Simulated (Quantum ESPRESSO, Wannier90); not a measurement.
Wannierisation of NbAs (I4₁md)

```xyz
4
Lattice="0.0000 -3.4665 0.0000 3.4665 0.0000 0.0000 -1.7333 1.7333 5.9050" Properties=species:S:1:pos:R:3 pbc="T T T"
Nb     1.7333    -1.7333    -0.0033
Nb    -1.7333     0.0000     2.9492
As     0.0000     0.0000    -0.9769
As     0.0000     1.7333     1.9756
```

Materials Project entry mp-2059; symmetrised, unrelaxed at this level. COD (Crystallography Open Database) has an entry of this formula and space group (matched by these alone). Method: PBE plane waves in Quantum ESPRESSO 7.5 (PseudoDojo norm-conserving files, 68 Ry, no spin polarisation, no spin-orbit coupling), Bloch states on a 6×6×6 mesh through Γ, Wannier90 4.0.1. Density: 10×10×10 mesh, cold smearing 0.01 Ry. Spin-orbit coupling, left out, would split the p-like bands by a few tenths of an eV.

A tight-binding model is made by disentanglement and projection with no localisation steps (num_iter = 0), so the 26 orbitals stay atom-like: hydrogen-like Nb: s;p;d; As: s;p, axes along x, y, z; frozen window up to 1.50 eV relative to the Fermi level. It follows pw.x to 4.4 meV rms for states up to 1.0 eV relative to the Fermi level. Matrix elements depend on this choice of orbitals and windows.

Problem. Which pairs of orbitals on different sites are coupled most strongly? Give distance, modulus and how many such pairs a cell has.

Solution. 
```
orbital  orbital  distance of the centres (Å)  modulus (eV)  pairs
-------  -------  ---------------------------  ------------  -----
As py      Nb pz                         2.73          1.65      2
As px      Nb pz                         2.73          1.65      2
As pz       Nb s                         2.73          1.58      4
As pz      Nb px                         2.71          1.54      2
As pz      Nb py                         2.71          1.54      2
As py      Nb px                         2.65          1.46      4
As px      Nb py                         2.65          1.46      4
As pz     Nb dxz                         2.76          1.44      2
As pz     Nb dyz                         2.76          1.44      2
Nb py      Nb py                         3.47          1.42      1
Nb px      Nb px                         3.47          1.42      1
As py       Nb s                         2.64          1.40      6
As px       Nb s                         2.64          1.40      6
As s      Nb dxz                         2.66          1.38      2
As s      Nb dyz                         2.66          1.38      2
As py      Nb px                         2.71          1.37      4
As px      Nb py                         2.71          1.37      4
As py       Nb s                         2.68          1.34      4
As px       Nb s                         2.68          1.34      4
As s       Nb pz                         2.74          1.32      4
As s       Nb px                         2.61          1.27      2
As s       Nb py                         2.61          1.27      2
As s        Nb s                         2.63          1.25      4
Nb py      Nb py                         3.47          1.25      1
Nb px      Nb px                         3.47          1.24      1
As pz      Nb pz                         2.84          1.22      4
As s       Nb px                         2.67          1.20      8
As s       Nb py                         2.67          1.20      8
As s        Nb s                         2.64          1.19      8
As s      Nb dxy                         2.65          1.19      8
```
